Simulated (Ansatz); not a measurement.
Input, command and steps of an Ansatz relaxation.

```yaml
crystal:
  lattice:
    - [-3.1121802775, 4.4030648006, 3.1437356825]
    - [3.1121802775, -4.4030648006, 3.1437356825]
    - [3.1121802775, 4.4030648006, -3.1437356825]
  atoms:
    - { symbol: Ba, position: [0.240225432, 0.990225432, 0.25] }
    - { symbol: Ba, position: [0.759774568, 0.009774568, 0.75] }
    - { symbol: Pb, position: [0.5, 0.5, 0.0] }
    - { symbol: Pb, position: [0.0, 0.5, 0.5] }
    - { symbol: O, position: [0.2063266458, 0.5, 0.2063266458] }
    - { symbol: O, position: [0.7936733542, 0.0, 0.2936733542] }
    - { symbol: O, position: [0.7936733542, 0.5, 0.7936733542] }
    - { symbol: O, position: [0.2063266458, 0.0, 0.7063266458] }
    - { symbol: O, position: [0.6767680902, 0.4267680902, 0.25] }
    - { symbol: O, position: [0.3232319098, 0.5732319098, 0.75] }
basis:
  ecutwfc: 420
kpoints:
  mp_grid: { grid: [8, 8, 8] }
hamiltonian:
  xc: pbesol
scf:
  occupations: { method: gaussian, width: 0.01 }
output:
  forces: true
  stress: true
  eigenvalues: true
relax:
  adjacent_minimum: "off"
  f_tol: 0.01
  max_steps: 30
  cell: { stress_tol: 0.1, fix: [volume] }
```

```bash
ansatz run input.yaml --threads 2 --pin off --max-ram 5120MiB --backend cpu --events-out ev --progress --plain --runs-dir out
```

These are results of Ansatz, DFT PBEsol, scalar-relativistic, plane waves, PAW, not measurements.

The volume is held at 1.1 times that of the relaxed cell.

Of 6 frames 5 are shown, positions in Å and forces in eV/Å; the SCF threshold varies from step to step. Steps run on the plane waves of an earlier cell, with a Pulay correction in the pressure. The basis is chosen afresh for the last frame, the zero of the energies, and at times for earlier ones too; energy and pressure can step there, also at an unchanged geometry. Where two frames share a geometry here, they differ by under 2 meV/atom and 0.3 GPa. The mark taken_back stands on steps that the optimiser undid.

```xyz
10
Lattice="-3.1122 4.4031 3.1437 3.1122 -4.4031 3.1437 3.1122 4.4031 -3.1437" Properties=species:S:1:pos:R:3:forces:R:3 pbc="T T T" step=1 free_energy_over_end_meV_per_atom=0.14 pressure_GPa=-8.50
Ba    3.1122   -2.2015    3.0823    0.0000    0.0000   -0.0414
Ba    0.0000    6.6046    0.0615    0.0000    0.0000    0.0414
Pb    0.0000    0.0000    3.1437    0.0000    0.0000    0.0000
Pb    3.1122    0.0000    0.0000    0.0000    0.0000    0.0000
O     1.5561   -0.3846    1.5719    0.0000   -0.0178    0.0000
O    -1.5561    4.7877    1.5719    0.0000    0.0178    0.0000
O     1.5561    4.7877    1.5719    0.0000    0.0178    0.0000
O     1.5561    4.0185   -1.5719    0.0000   -0.0178    0.0000
O     0.0000    2.2015    2.6833    0.0000    0.0000    0.0043
O     3.1122    2.2015    0.4604    0.0000    0.0000   -0.0043
10
Lattice="-3.1215 4.4092 3.1300 3.1215 -4.4092 3.1300 3.1215 4.4092 -3.1300" Properties=species:S:1:pos:R:3:forces:R:3 pbc="T T T" step=2 free_energy_over_end_meV_per_atom=0.31 pressure_GPa=-8.37 taken_back
Ba    3.1215   -2.2046    3.0346    0.0000    0.0000    0.1031
Ba    0.0000    6.6138    0.0954    0.0000    0.0000   -0.1031
Pb    0.0000    0.0000    3.1300    0.0000    0.0000    0.0000
Pb    3.1215    0.0000    0.0000    0.0000    0.0000    0.0000
O     1.5607   -0.3904    1.5650    0.0000   -0.0276    0.0000
O    -1.5607    4.7995    1.5650    0.0000    0.0276    0.0000
O     1.5607    4.7995    1.5650    0.0000    0.0276    0.0000
O     1.5607    4.0188   -1.5650    0.0000   -0.0276    0.0000
O     0.0000    2.2046    2.6692    0.0000    0.0000    0.0284
O     3.1215    2.2046    0.4609    0.0000    0.0000   -0.0284
10
Lattice="-3.1169 4.4120 3.1326 3.1169 -4.4120 3.1326 3.1169 4.4120 -3.1326" Properties=species:S:1:pos:R:3:forces:R:3 pbc="T T T" step=3 free_energy_over_end_meV_per_atom=0.05 pressure_GPa=-8.42
Ba    3.1169   -2.2060    3.0598    0.0000    0.0000   -0.0137
Ba    0.0000    6.6180    0.0728    0.0000    0.0000    0.0137
Pb    0.0000    0.0000    3.1326    0.0000    0.0000    0.0000
Pb    3.1169    0.0000    0.0000    0.0000    0.0000    0.0000
O     1.5585   -0.3970    1.5663    0.0000    0.0150    0.0000
O    -1.5585    4.8090    1.5663    0.0000   -0.0150    0.0000
O     1.5585    4.8090    1.5663    0.0000   -0.0150    0.0000
O     1.5585    4.0150   -1.5663    0.0000    0.0150    0.0000
O     0.0000    2.2060    2.6831    0.0000    0.0000   -0.0354
O     3.1169    2.2060    0.4495    0.0000    0.0000    0.0354
10
Lattice="-3.1139 4.4107 3.1366 3.1139 -4.4107 3.1366 3.1139 4.4107 -3.1366" Properties=species:S:1:pos:R:3:forces:R:3 pbc="T T T" step=4 free_energy_over_end_meV_per_atom=0.01 pressure_GPa=-8.43
Ba    3.1139   -2.2054    3.0607    0.0000    0.0000    0.0101
Ba    0.0000    6.6161    0.0758    0.0000    0.0000   -0.0101
Pb    0.0000    0.0000    3.1366    0.0000    0.0000    0.0000
Pb    3.1139    0.0000    0.0000    0.0000    0.0000    0.0000
O     1.5569   -0.3937    1.5683    0.0000   -0.0029    0.0000
O    -1.5569    4.8044    1.5683    0.0000    0.0029    0.0000
O     1.5569    4.8044    1.5683    0.0000    0.0029    0.0000
O     1.5569    4.0170   -1.5683    0.0000   -0.0029    0.0000
O     0.0000    2.2054    2.6793    0.0000    0.0000   -0.0047
O     3.1139    2.2054    0.4572    0.0000    0.0000    0.0047
10
Lattice="-3.1138 4.4114 3.1361 3.1138 -4.4114 3.1361 3.1138 4.4114 -3.1361" Properties=species:S:1:pos:R:3:forces:R:3 pbc="T T T" step=6 free_energy_over_end_meV_per_atom=0.00 pressure_GPa=-8.43
Ba    3.1138   -2.2057    3.0623    0.0000    0.0000   -0.0005
Ba    0.0000    6.6171    0.0739    0.0000    0.0000    0.0005
Pb    0.0000    0.0000    3.1361    0.0000    0.0000    0.0000
Pb    3.1138    0.0000    0.0000    0.0000    0.0000    0.0000
O     1.5569   -0.3960    1.5681    0.0000    0.0021    0.0000
O    -1.5569    4.8074    1.5681    0.0000   -0.0021    0.0000
O     1.5569    4.8074    1.5681    0.0000   -0.0021    0.0000
O     1.5569    4.0155   -1.5681    0.0000    0.0021    0.0000
O     0.0000    2.2057    2.6761    0.0000    0.0000    0.0015
O     3.1138    2.2057    0.4601    0.0000    0.0000   -0.0015
```

It took 84 s on 2 threads of Oxide Virtual Turin-like Processor (Zen 5), with other jobs on the host, peak memory 0.98 GiB.

Spin–orbit coupling is left out, which can shift energies with elements as heavy as these.